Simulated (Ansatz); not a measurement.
## Computed properties of InAg3

InAg3 (Cu3Au type, Pm-3m), a = b = c = 4.138 Å, α = β = γ = 90.00°.

Space group Pm-3m (No. 221), Cu3Au type; conventional cell a = b = c = 4.1381 Å, α = β = γ = 90.00°.

Method: PBEsol in the plane-wave PAW code Ansatz. Geometry: relaxed at this level of theory. Other levels are named where they apply.

Cell and energy:

```yaml
volume_per_atom: 17.71 Å³
density: 10.27 g/cm³
Formation energy from the elements (no fitted shifts): -0.065 eV/atom
```

Electronic structure:

```yaml
electronic_character: metallic (no gap)
Density of states at the Fermi level: 0.29 states/eV per atom (mean over ±0.08 eV)
Gap with spin–orbit coupling: none (metallic)
```

Mechanics:

```yaml
Bulk modulus (Birch–Murnaghan fit): 104 GPa
Pressure derivative B′: 6.0
Elastic constants (relaxed ions, GPa): C11 = 121, C12 = 96.5, C44 = 47.0
mechanical_stability: stable (all eigenvalues of C positive)
hill_bulk_and_shear_moduli: 105 and 27.5 GPa
Young's modulus: 75.8 GPa
Poisson's ratio: 0.38
debye_temperature_from_the_elastic_constants: 211 K
```

Phonons:

```yaml
highest_zone_centre_frequency: 158 cm⁻¹
zone_centre_stability: no imaginary mode at Γ
```

The workflow started from an entry of the Crystallography Open Database (COD). Whether it is the stable phase at ambient conditions was not checked. The cell was relaxed with PBEsol under the symmetry of its start. The run is not spin-polarised. As this level gives no gap, shear constants depend on the k-mesh and smearing (Fermi–Dirac, 0.1 eV here). As this level gives no gap, phonon frequencies hold no LO–TO term and depend on the k-mesh and smearing (Fermi–Dirac, 0.1 eV here). The references are the lowest solids computed at this level, not always the standard phases. Scalar-relativistic: spin–orbit coupling is off unless named, which matters more the heavier the elements.

Potentials: the later of the program's two PAW sets.
